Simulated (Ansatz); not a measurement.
**GaPt₅P: a fit and a missing row**

GaPt₅P, P4/mmm, a = 3.913 Å, c = 6.887 Å. The structure is a Materials Project entry; whether it is the stable form wasn't checked. Ansatz: r2SCAN, PAW, 500 eV, Γ-centred 10×10×6 mesh on 7 atoms, Gaussian smearing 0.10 eV; no spin polarisation. Shape and atoms are relaxed at each volume; pressure is positive in compression.

| V (Å³/atom) | P (GPa) |
| --- | --- |
| 13.260 | 42.07 |
| 13.712 | 28.46 |
| 14.164 | 17.16 |
| 14.616 | 7.78 |
| 15.068 | 0.00 |
| 15.520 | -6.45 |
| 15.972 | -11.78 |
| 16.575 | ? |

**Question.** Take V0 = 15.068 Å³/atom, fit the third-order Birch–Murnaghan form to the other rows, and predict the missing pressure.

**Answer.** With the Eulerian strain f = ½[(V0/V)^(2/3) − 1] and y = P/[3f(1 + 2f)^(5/2)], the form is the line y = B0 + 1.5 B0 (B0′ − 4) f. Rows (f, y): 0.04448, 254.8; 0.03244, 249.9; 0.02105, 245.1; 0.01026, 240.2; -0.00976, 231.4; -0.01905, 227.1. Means f = 0.01324, y = 241.42; Σ(Δf)² = 0.002986, ΣΔfΔy = 1.306; the slope is their ratio. y = 235.6 + 437.4 f GPa, so B0 = 235.6 GPa and B0′ = 4 + 2 × (437.4)/(3 × 235.6) = 5.24. At V = 16.575, f = -0.03079, y = 222.13 and P = -17.50 GPa. The run gave -17.45 GPa, so the fit is 0.05 GPa too low, a small miss on the scale of the series. The form still works here, 22 % of the fitted range beyond its end.

Spin–orbit coupling is left out, which can shift energies with elements as heavy as these.

Cost: 8 runs of about 33 core-minutes in all, on Oxide Virtual Turin-like Processor (Zen 5) (shared hosts).